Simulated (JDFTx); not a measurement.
Part of a log of a modified build of JDFTx for phosphoric acid, H3PO4 (SMILES O=P(O)(O)O), charge 0, multiplicity 1 (PBE, GBRV ultrasoft potentials, plane waves to 20/100 Ha):

```
unit cell volume = 15345.1
Chosen fftbox size, S = [  120  120  108  ]
unit cell volume = 15345.1
Chosen fftbox size, S = [  108  108  96  ]
  'O' pseudopotential, 'SLA  PW   PBE  PBE' functional
  6 valence electrons, 2 orbitals, 5 projectors, 737 radial grid points, with lMax = 2
  'P' pseudopotential, 'SLA  PW   PBX  PBC' functional
  5 valence electrons, 2 orbitals, 6 projectors, 903 radial grid points, with lMax = 2
  'H' pseudopotential, 'SLA  PW   PBX  PBC' functional
  1 valence electrons, 1 orbitals, 2 projectors, 615 radial grid points, with lMax = 0
Initialized 3 species with 8 total atoms.
Folded 1 k-points by 1x1x1 to 1 k-points.
nElectrons:  32.000000   nBands: 19   nStates: 1
average nbasis = 65613.000 , ideal nbasis = 65555.351
Correction to mu due to finite nuclear width = -0.00206909
   Cavity determined by nc: 0.00142 and sigma: 0.707107
   Nonlocal vdW cavity from gaussian model electron density with norm = 8 and sigma = 0.993594 bohr
   Charge asymmetry in cavity with sensitivity pCavity = 36.5 e-bohr/Eh
   Electrostatic cavity expanded by eta = 1.46 bohrs
   Weighted density cavitation model constrained by Nbulk: 0.0049383 bohr^-3, Pvap: 3.14029 kPa, Rvdw: 2.61727 bohr and sigmaBulk: 4.62e-05 Eh/bohr^2 at T: 298 K.
   Weighted density dispersion model using vdW pair potentials with single solvent site with sqrtC6eff: 0.77 SI.
[...]
Will mix electronic density at each iteration.
	Linear fluid (dielectric constant: 78.4, screening length: 5.74355 Bohr) occupying 0.902945 of unit cell:	Completed after 15 iterations
[... later lines of the fluid solver are left out ...]
SCF: Cycle:  0   Etot: -72.863137891071972   dEtot: -4.537e-03   |Residual|: 3.557e-02   |deigs|: 4.994e-03
SCF: Cycle:  1   Etot: -72.863908902755455   dEtot: -7.710e-04   |Residual|: 1.584e-02   |deigs|: 3.737e-03
[... lines cut ...]
SCF: Cycle: 24   Etot: -72.864116963780788   dEtot: -6.154e-10   |Residual|: 1.637e-04   |deigs|: 2.844e-05
SCF: Cycle: 25   Etot: -72.864116962778439   dEtot: +1.002e-09   |Residual|: 1.567e-04   |deigs|: 2.062e-05
SCF: Cycle: 26   Etot: -72.864116962904049   dEtot: -1.256e-10   |Residual|: 1.554e-04   |deigs|: 2.775e-05
SCF: Cycle: 27   Etot: -72.864116963558345   dEtot: -6.543e-10   |Residual|: 1.513e-04   |deigs|: 9.306e-06
SCF: Converged (|Delta E|<1.000000e-08 for 2 iters).
Converging empty states (this may take a while): |deigs|: 4.955e-04

# Energy components:
   A_diel =       -0.0332925999660928
   Eewald =       52.7862080689835338
       EH =      113.8878553657720119
     Eloc =     -266.5591880769313775
      Enl =       10.3696593785187670
      Exc =      -18.8422745557488867
 Exc_core =        1.3775956176394646
       KE =       34.1493198381742218
-------------------------------------
     Etot =      -72.8641169635583452


	eMin: -1.026025 at state 0 ( [ +0.000000 +0.000000 +0.000000 ] spin 0 )
	HOMO: -0.277486 at state 0 ( [ +0.000000 +0.000000 +0.000000 ] spin 0 )
```

### Question
Which solvation model was used?
A) CANDLE
B) SaLSA
C) SCCS (g03 parameters)
D) linear PCM (GLSSA13)

### Answer
A, CANDLE. The liquid was water (dielectric constant 78.4), 1 M NaF.
